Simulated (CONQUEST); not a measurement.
Band structure of TiSi2 (Cmcm, 12 atoms in the cell; from Materials Project mp-1077503, lattice scaled a little).

```
TiSi2
1.0
    3.51538     0.00000     0.00000
    0.00000    13.46178     0.00000
    0.00000     0.00000     3.55020
Ti Si
4 8
Direct
  0.50000   0.60312   0.75000
  0.00000   0.89688   0.25000
  0.00000   0.10312   0.75000
  0.50000   0.39688   0.25000
  0.50000   0.94175   0.75000
  0.00000   0.55825   0.25000
  0.00000   0.75031   0.75000
  0.50000   0.74969   0.25000
  0.00000   0.44175   0.75000
  0.50000   0.05825   0.25000
  0.50000   0.25031   0.75000
  0.00000   0.24969   0.25000
```

Level of theory: CONQUEST with PBE, numerical atomic orbitals double-zeta with polarisation (the shipped basis), PseudoDojo norm-conserving potentials made for PBE.

Settings: basis = DZP; Diag.MPMeshX, Y, Z = 4 1 4; potentials = PseudoDojo norm-conserving PBE; Grid.GridCutoff = 140 Ha; DM.SolutionMethod = diagon; Diag.kT = 0.003675 Ha; Diag.GammaCentred = true; minE.SCTolerance = 1.0e-06; SC.MaxIters = 100; SC.LinearMixingFactor = 0.3; SC.KerkerPreCondition = true; SC.KerkerFactor = 0.1 1/bohr; AtomMove.TypeOfRun = static.

The program uses no crystal symmetry, so grid and mesh can part values that symmetry would make equal. The atom-centred basis is finite, which shifts total energies, pressures and forces against plane waves. The structure comes from a collection of computed structures, made at another level of theory; the collection holds predicted forms beside known ones. Its lattice was then scaled. No clean gap shows at this smearing width and mesh (spacing up to 0.47 Å⁻¹); the mesh is coarse for partly filled bands, so the values carry mesh errors.

Points are given in units of this cell's reciprocal vectors. Levels in eV from the Fermi level, bands 37 to 42:
```
point                  37     38     39     40     41     42
------------------  -----  -----  -----  -----  -----  -----
Γ (0 0 0)           -1.95  -1.19   0.39   0.48   0.65   0.77
X (-0.5 0 0)        -0.96  -0.96  -0.78  -0.78  -0.10  -0.10
S (-0.5 0 -0.5)     -2.34  -2.34  -2.34  -2.34   1.79   1.79
Y (0 0 -0.5)        -0.90  -0.90  -0.04  -0.04   0.52   0.52
Z (0 -0.5 0)        -1.28  -1.28   0.43   0.43   0.82   0.82
U (-0.5 -0.5 0)     -0.69  -0.69  -0.57  -0.57  -0.55  -0.55
R (-0.5 -0.5 -0.5)  -2.49  -2.49  -2.49  -2.49   1.79   1.79
T (0 -0.5 -0.5)     -0.51  -0.51  -0.51  -0.51   0.65   0.65
```

4 bands cross the Fermi level along this path, so the cell has no gap at this level.

Higher empty bands are left out: an atom-centred basis made for the valence describes them poorly.

The labels belong to the zone of the cell as typed, which is larger than the primitive one, so the bands are folded: a gap that looks direct here can be indirect in the primitive zone.
